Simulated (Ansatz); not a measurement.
SrZrO₃:
```yaml
crystal:
  lattice:
    - [2.90280, 1.67593, 4.70903]
    - [-2.90280, 1.67593, 4.70903]
    - [0.00000, -3.35186, 4.70903]
  atoms:
    - { symbol: Sr, position: [0.26698, 0.26698, 0.26698] }
    - { symbol: Sr, position: [0.76698, 0.76698, 0.76698] }
    - { symbol: Zr, position: [0.01163, 0.01163, 0.01163] }
    - { symbol: Zr, position: [0.51163, 0.51163, 0.51163] }
    - { symbol: O, position: [0.75301, 0.18927, 0.32939] }
    - { symbol: O, position: [0.32939, 0.75301, 0.18927] }
    - { symbol: O, position: [0.18927, 0.32939, 0.75301] }
    - { symbol: O, position: [0.82939, 0.68927, 0.25301] }
    - { symbol: O, position: [0.25301, 0.82939, 0.68927] }
    - { symbol: O, position: [0.68927, 0.25301, 0.82939] }
```

This is the PBEsol-relaxed structure.

### Question
All from plane-wave PAW PBEsol (Ansatz code), unless another level is named. Estimate the highest zone-centre frequency (without LO–TO term).

### Answer
789 cm⁻¹.

### Question
Predict the vibrational entropy at 300 K.

### Answer
24.9 J/(K·mol of atoms).

### Question
Give the zero-point energy.

### Answer
54.1 meV/atom.

Space group R3c. The start of the workflow was typed in or built on a structure type; neither database checked (COD, Materials Project) lists it. COD files the formula under space group No. 62, 63, 221. Its standing as an ambient phase is unchecked. Symmetry was held in the PBEsol relaxation; its stability against distortions is not shown here. No spin polarisation was allowed.

Potentials: the earlier of the program's two PAW sets. The files were generated under PBE; for other functionals the program regenerates the frozen cores, and for LDA and PBEsol the local potential too.
